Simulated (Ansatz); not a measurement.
According to LDA (plane waves, PAW; program Ansatz), TiSi$_{2}$ in the orthorhombic phase (Cmcm; Si on 4c, Si on 4c, Ti on 4c) relaxes to a = 3.486 Å, b = 13.254 Å, c = 3.532 Å. Its formation energy from the elements is -0.67 eV/atom, with no fitted shifts.

Electronic character: metallic (no gap).

An equation-of-state fit gives a bulk modulus of 1430 kbar. The highest mode at Γ lies at 472 cm⁻¹.

The LDA relaxation kept the symmetry of its start; of distortions, only those at the zone centre were tested. No spin polarisation was allowed. As this level gives no gap, phonon frequencies hold no LO–TO term and depend on the k-mesh and smearing (Fermi–Dirac, 0.1 eV here). The references are the lowest solids computed at this level, not always the standard phases.

Potentials: the later of the program's two PAW sets.
